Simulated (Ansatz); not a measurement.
BP (zinc blende, F-43m), r²SCAN (plane waves, PAW; program Ansatz). The conduction-band minimum lies on the Γ–X line, 83 % of the way from Γ, with 6 equivalent valleys. Second derivatives d²E/dk² of the lowest band at one valley (eV·Å²), along Cartesian directions:

```tsv
direction	d²E/dk²
[100]	5.907
[010]	34.82
[001]	34.82
[110]	20.37
[101]	20.37
[011]	34.74
```

Question: Find the principal effective masses, the density-of-states mass and the conductivity mass.

Answer: Off-diagonal terms follow from H_xy = H[110] − (H_xx + H_yy)/2, and m*/mₑ = 7.620 eV·Å² over each eigenvalue: 0.22, 0.22, 1.3. One valley's DOS mass (m₁m₂m₃)^(1/3) = 0.40, conductivity mass 3/(Σ 1/mᵢ) = 0.30 mₑ.

Question: What effective density of states Nc follows at 300 K for parabolic valleys?

Answer: Nc = 2.509e19 × 6 × (0.40)^(3/2) ≈ 3.8e19 cm⁻³.

Question: With the computed static dielectric constant 8.83 (mean of the diagonal), estimate a hydrogenic donor's binding energy and radius.

Answer: E = 13.606 eV × 0.30/8.83² ≈ 52 meV; a = 0.529 Å × ε/m* ≈ 16 Å. Semilocal masses tend to be too small where the gap is.

Question: With ε∞ = 8.74 and ω_LO = 822 cm⁻¹, what Fröhlich coupling constant follows?

Answer: α = (1/ε∞ − 1/ε0) √(m* × 13.606 eV/ħω_LO) = 0.0071.

Symmetry was held in the r²SCAN relaxation; phonons on a q-mesh show no instability.

Potentials: the earlier of the program's two PAW sets.
